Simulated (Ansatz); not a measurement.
A geometry of TiC away from equilibrium: step 18 of the relaxation of a relaxed TiC cell displaced along its unstable phonon at q = (½, 0, 0) of its primitive reciprocal cell (305i cm⁻¹), largest move 0.15 Å. Calculation: PBE (plane waves to 420 eV, PAW, scalar-relativistic; Ansatz, a program for electronic structure). Γ-centred k-mesh 5×10×10 on the run's cell (coarser than for final values), Fermi–Dirac smearing 0.05 eV.

```
CELL_PARAMETERS angstrom
     -0.18017     5.37832     7.23736
      2.21184    -0.11051     3.63911
      1.90685     2.40459     0.19448
ATOMIC_POSITIONS crystal
  Ti 0.42686 0.97969 0.40062
  Ti 0.92686 0.47969 0.90062
  Ti 0.19814 0.77031 0.34938
  Ti 0.69814 0.27031 0.84938
  C  0.97779 0.86011 0.13325
  C  0.47779 0.36011 0.63325
  C  0.14721 0.38989 0.11675
  C  0.64721 0.88989 0.61675
```

Task: Which atoms carry the largest force, and which way does it point?

Result: 0.02 eV/Å, on Ti1, Ti2, Ti3, Ti4 (atoms numbered as listed); on Ti2 its components are (0.00, 0.02, 0.00).

Task: What is the pressure?

Result: +3.2 GPa, compression positive.

Task: How much energy per atom can still be gained by relaxing?

Result: 0.01 eV/atom; the path ends in C2/m (No. 12).

No spin polarisation in the result.

The run could not lose the symmetry of its start, so the end can be a saddle point.

The end of the path is a generated cell of TiC: the first start was made by placing the elements on the sites of a structure type, and the end was not matched to a known phase here, so it may be hypothetical. Known forms of TiC include space group No. 225.
